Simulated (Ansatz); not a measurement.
Cell and atoms are relaxed with the symmetry kept. Start:

```cif
data_structure
_symmetry_space_group_name_H-M 'I4/mmm'
_symmetry_Int_Tables_number 139
_cell_length_a 3.5488
_cell_length_b 3.5488
_cell_length_c 10.3725
_cell_angle_alpha 90.000
_cell_angle_beta 90.000
_cell_angle_gamma 90.000
_cell_volume 130.63
loop_
_atom_site_label
_atom_site_type_symbol
_atom_site_symmetry_multiplicity
_atom_site_Wyckoff_symbol
_atom_site_fract_x
_atom_site_fract_y
_atom_site_fract_z
_atom_site_occupancy
Y1 Y 2 b 0.50000 0.50000 0.00000 1
Ni1 Ni 4 d 0.00000 0.50000 0.25000 1
B1 B 4 e 0.00000 0.00000 0.14390 1
C1 C 2 a 0.00000 0.00000 0.00000 1
```

The calculation used DFT PBEsol, scalar-relativistic, plane waves, PAW (Ansatz 0.2.0).

Cutoff 420 eV; k points 14×14×14 on the computed 6-atom cell (Γ-centred); Gaussian smearing, width 0.10 eV; no spin polarisation.

Task: What does it relax to?

Result: The volume decreases by 0.33 Å³/atom to 10.55 Å³/atom, and the energy falls by 6.8 meV/atom. Final structure:
```
Y Ni B C
1.0
    -1.75084    1.75084    5.16473
     1.75084   -1.75084    5.16473
     1.75084    1.75084   -5.16473
Y Ni B C
1 2 2 1
Direct
  0.50000 0.50000 0.00000
  0.75000 0.25000 0.50000
  0.25000 0.75000 0.50000
  0.14448 0.14448 0.00000
  0.85552 0.85552 0.00000
  0.00000 0.00000 0.00000
```

Course of the relaxation (steps run on the plane waves of an earlier cell, and the basis is chosen afresh near the end, so energy and pressure can step there; trial steps that raised the energy were taken back; energies are free energies):

| step | E − E_final (meV/atom) | largest force component (eV/Å) | P (GPa) | V (Å³/atom) |
| --- | --- | --- | --- | --- |
| 1 | 6.8 | 0.208 | -5.60 | 10.89 |
| 2 | 0.4 | 0.181 | -1.48 | 10.64 |
| 3 | -0.2 | 0.090 | 0.14 | 10.55 |
| 4 | -0.3 | 0.006 | 0.00 | 10.56 |
| 5 | -0.3 | 0.004 | 0.02 | 10.55 |
| 6 | -0.3 | 0.000 | 0.00 | 10.55 |
| 7 | 0.0 | 0.000 | -0.03 | 10.55 |

Spin polarisation was left out, and a magnetic state may lie lower.